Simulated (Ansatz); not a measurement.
BN:
```cif
data_B2N2
_chemical_formula_sum 'B2 N2'
_space_group_name_H-M_alt 'P 1'
_space_group_IT_number 1
_cell_length_a 2.52322
_cell_length_b 2.52322
_cell_length_c 4.17520
_cell_angle_alpha 90.000
_cell_angle_beta 90.000
_cell_angle_gamma 120.000
loop_
_space_group_symop_operation_xyz
  'x, y, z'
loop_
_atom_site_label
_atom_site_type_symbol
_atom_site_fract_x
_atom_site_fract_y
_atom_site_fract_z
_atom_site_occupancy
B1 B 0.66667 0.33333 0.99970 1
B2 B 0.33333 0.66667 0.49970 1
N1 N 0.66667 0.33333 0.62530 1
N2 N 0.33333 0.66667 0.12530 1
```

Relaxed with LDA.

Task: Which orbitals make up the states near the band edges in DFT-LDA in the program Ansatz with PAW potentials?

Result: Top 1 eV of the valence band: N 2p 85 %, B 2p 14 %. Bottom 1 eV of the conduction band: B 2p 54 %, N 2p 25 %, outside the projected shells 21 %. Projections are on Löwdin-orthogonalised atomic valence shells; empty p or d shells of many metals are not among them.

Task: Tabulate the density of states.

Result: States/eV per cell of 4 atoms, in 0.25 eV bins, energy from the valence-band maximum.

| E (eV) | total | N 2p | B 2p | N 2s |
|---|---|---|---|---|
| -7.85 | 1.33 | 0.82 | 0.27 | 0.08 |
| -7.60 | 1.04 | 0.63 | 0.22 | 0.07 |
| -7.35 | 0.81 | 0.49 | 0.18 | 0.05 |
| -7.10 | 1.08 | 0.67 | 0.25 | 0.06 |
| -6.85 | 1.24 | 0.78 | 0.29 | 0.06 |
| -6.60 | 1.02 | 0.64 | 0.24 | 0.05 |
| -6.35 | 1.06 | 0.67 | 0.25 | 0.05 |
| -6.10 | 1.21 | 0.77 | 0.29 | 0.05 |
| -5.85 | 1.30 | 0.83 | 0.33 | 0.05 |
| -5.60 | 1.23 | 0.79 | 0.31 | 0.05 |
| -5.35 | 1.27 | 0.82 | 0.33 | 0.04 |
| -5.10 | 1.45 | 0.95 | 0.39 | 0.04 |
| -4.85 | 1.48 | 0.98 | 0.40 | 0.04 |
| -4.60 | 1.56 | 1.04 | 0.42 | 0.04 |
| -4.35 | 1.68 | 1.12 | 0.45 | 0.04 |
| -4.10 | 1.71 | 1.16 | 0.45 | 0.03 |
| -3.85 | 1.63 | 1.12 | 0.42 | 0.03 |
| -3.60 | 1.96 | 1.36 | 0.51 | 0.03 |
| -3.35 | 2.17 | 1.53 | 0.56 | 0.03 |
| -3.10 | 2.42 | 1.73 | 0.63 | 0.02 |
| -2.85 | 1.80 | 1.30 | 0.44 | 0.02 |
| -2.60 | 1.53 | 1.12 | 0.36 | 0.01 |
| -2.35 | 1.40 | 1.05 | 0.32 | 0.01 |
| -2.10 | 1.12 | 0.85 | 0.24 | 0.01 |
| -1.85 | 0.92 | 0.71 | 0.19 | 0.01 |
| -1.60 | 0.75 | 0.59 | 0.14 | 0.01 |
| -1.35 | 0.61 | 0.49 | 0.11 | 0.00 |
| -1.10 | 0.50 | 0.41 | 0.08 | 0.00 |
| -0.85 | 0.40 | 0.33 | 0.06 | 0.00 |
| -0.60 | 0.29 | 0.25 | 0.04 | 0.00 |
| -0.35 | 0.18 | 0.16 | 0.02 | 0.00 |
| -0.10 | 0.06 | 0.06 | 0.01 | 0.00 |
| 0.15 | 0.00 | 0.00 | 0.00 | 0.00 |
| 0.40 | 0.00 | 0.00 | 0.00 | 0.00 |
| 0.65 | 0.00 | 0.00 | 0.00 | 0.00 |
| 0.90 | 0.00 | 0.00 | 0.00 | 0.00 |
| 1.15 | 0.00 | 0.00 | 0.00 | 0.00 |
| 1.40 | 0.00 | 0.00 | 0.00 | 0.00 |
| 1.65 | 0.00 | 0.00 | 0.00 | 0.00 |
| 1.90 | 0.00 | 0.00 | 0.00 | 0.00 |
| 2.15 | 0.00 | 0.00 | 0.00 | 0.00 |
| 2.40 | 0.00 | 0.00 | 0.00 | 0.00 |
| 2.65 | 0.00 | 0.00 | 0.00 | 0.00 |
| 2.90 | 0.00 | 0.00 | 0.00 | 0.00 |
| 3.15 | 0.00 | 0.00 | 0.00 | 0.00 |
| 3.40 | 0.00 | 0.00 | 0.00 | 0.00 |
| 3.65 | 0.00 | 0.00 | 0.00 | 0.00 |
| 3.90 | 0.00 | 0.00 | 0.00 | 0.00 |
| 4.15 | 0.00 | 0.00 | 0.00 | 0.00 |
| 4.40 | 0.00 | 0.00 | 0.00 | 0.00 |
| 4.65 | 0.00 | 0.00 | 0.00 | 0.00 |
| 4.90 | 0.00 | 0.00 | 0.00 | 0.00 |
| 5.15 | 0.03 | 0.01 | 0.02 | 0.00 |
| 5.40 | 0.06 | 0.01 | 0.03 | 0.00 |
| 5.65 | 0.08 | 0.02 | 0.04 | 0.00 |
| 5.90 | 0.10 | 0.03 | 0.05 | 0.00 |
| 6.15 | 0.12 | 0.03 | 0.07 | 0.00 |
| 6.40 | 0.16 | 0.04 | 0.08 | 0.00 |
| 6.65 | 0.51 | 0.07 | 0.25 | 0.09 |
| 6.90 | 1.11 | 0.12 | 0.53 | 0.21 |
| 7.15 | 1.42 | 0.18 | 0.68 | 0.24 |
| 7.40 | 1.16 | 0.15 | 0.58 | 0.20 |
| 7.65 | 1.21 | 0.15 | 0.62 | 0.20 |
| 7.90 | 1.34 | 0.16 | 0.70 | 0.22 |
| 8.15 | 1.43 | 0.17 | 0.79 | 0.23 |
| 8.40 | 1.16 | 0.15 | 0.62 | 0.18 |
| 8.65 | 1.10 | 0.16 | 0.60 | 0.16 |
| 8.90 | 1.47 | 0.22 | 0.85 | 0.18 |
| 9.15 | 1.46 | 0.22 | 0.91 | 0.14 |
| 9.40 | 1.18 | 0.18 | 0.76 | 0.10 |
| 9.65 | 0.71 | 0.10 | 0.44 | 0.07 |

Space group P6_3mc (wurtzite). The LDA relaxation kept the symmetry of its start; phonons on a q-mesh show no instability.

Potentials: the later of the program's two PAW sets.
